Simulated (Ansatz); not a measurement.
CsCl:
```xyz
2
Lattice="4.1402 0.0000 0.0000 0.0000 4.1402 0.0000 0.0000 0.0000 4.1402" Properties=species:S:1:pos:R:3 pbc="T T T"
Cs     0.0000     0.0000     0.0000
Cl     2.0701     2.0701     2.0701
```

Relaxed with r²SCAN.

### Question
Give the Bader charges and basin volumes of the independent atoms, the program Ansatz at the r²SCAN level (PAW).

### Answer


```tsv
atom	Bader charge (e)	Bader volume (Å³)
Cs1	+0.85	35.9
Cl2	-0.85	35.0
```

Space group Pm-3m (CsCl type). The cell was relaxed with r²SCAN under the symmetry of its start. Spin–orbit coupling is left out wherever it is not named.

Potentials: the earlier of the program's two PAW sets.
